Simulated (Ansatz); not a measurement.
# HfB2, one structure, two calculations

Cell: a COD entry, whose atoms a relaxation with PBE at fixed cell left in place.

```
Hf B
1.0
     3.14000    0.00000    0.00000
    -1.57000    2.71932    0.00000
     0.00000    0.00000    3.48000
Hf B
1 2
Cartesian
  0.0000 0.0000 0.0000
  0.0000 1.8129 1.7400
  1.5700 0.9064 1.7400
```

Sites (sets of like atoms) are named by element and the number of their first atom in this list.

First run. Computed with Ansatz: DFT, PBE, plane waves and PAW, scalar-relativistic, 420 eV cutoff, Γ-centred 17×17×13 k-points, Fermi–Dirac smearing 0.05 eV.

```tsv
site	atom	V_zz (10²¹ V/m²)	η
Hf	1	10.65	0.00
B	2	0.047	0.00
```

Second run. The same atoms and settings, except that the functional is r2SCAN and the cutoff is 500 eV.

**Question.** Given the first result, estimate the second.

**Answer.** 

| site | atom | V_zz | η | change of V_zz |
| --- | --- | --- | --- | --- |
| Hf | 1 | 10.62 | 0.00 | -0.03 |
| B | 2 | 0.056 | 0.00 | +0.01 |

No V_zz moves by more than 0.03.

With no gap above 0.1 eV, as in a metal, the gradients converge slowly in k; expect changes of a tenth or more on a denser mesh. Without spin–orbit coupling the gradients at and beside Hf can be off by some per cent, at some sites by more.
